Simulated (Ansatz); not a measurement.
# CdAg under strong compression

```
CELL_PARAMETERS angstrom
4.70542 0.00000 0.00000
0.00000 1.52563 2.64134
0.00000 -1.52563 2.64134
ATOMIC_POSITIONS crystal
Cd 0.50000 0.66671 0.66671
Ag 0.00000 0.33329 0.33329
```

The base volume is that of a database entry, with shape and atoms relaxed on PAW files at held volume, so it needn't be at zero pressure; the structure needn't be the stable phase, at rest or compressed.

Its volume is scaled, and at each volume shape and atoms are relaxed on PAW files; all methods then take that cell.

All numbers are PBEsol results (scalar-relativistic) from Ansatz 0.2.0, with a Γ-centred 8×14×14 k mesh, Fermi–Dirac smearing of 0.05 eV, no spin polarisation. Methods: LAPW: all electrons, basis error target 1 meV/atom; PAW: frozen-core files, cutoff 420 eV; crystal datasets: all electrons, by PAW datasets that the program makes for each cell.

Energies are extrapolated to zero smearing and count from the unscaled cell; pressure is positive in compression; gaps take the mesh and a band path. No temperature or zero-point motion is included.

The PAW files were made under PBE.

```csv
V/V0,V (Å³/atom),P LAPW (GPa),ΔE LAPW (eV/atom),P PAW − LAPW (GPa),ΔE PAW − LAPW (meV/atom),space group,shortest distance (Å)
1.00,18.96,?,0.000,0.01,0.0,P-6m2,2.939
0.75,14.22,45.3,0.421,0.03,0.9,P-6m2,2.701
0.55,10.43,?,3.213,-0.06,0.8,P-6m2,2.445
0.45,8.53,552.9,7.623,-0.19,-0.6,P-6m2,2.288
```

**Question.** What belongs in the row "0.55", column "P LAPW (GPa)"?

**Answer.** 239.2.

**Question.** What belongs in the row "1.00", column "P LAPW (GPa)"?

**Answer.** -3.42.

**Question.** At the smallest volume, how far do crystal datasets lie from LAPW in pressure?

**Answer.** crystal datasets: 0.00 GPa, on a LAPW pressure of 552.9 GPa.

**Question.** How do the Löwdin populations by LAPW change from the unscaled cell to the last row?

**Answer.** Cd 5s 1.37 → 1.33, Cd 4d 9.97 → 9.92, Ag 5s 1.18 → 1.24, Ag 4d 9.88 → 9.85 electrons an atom. These are projections on the shells that the free atoms fill; 0.61 e a cell lies outside them at the start and 0.73 e at the end.
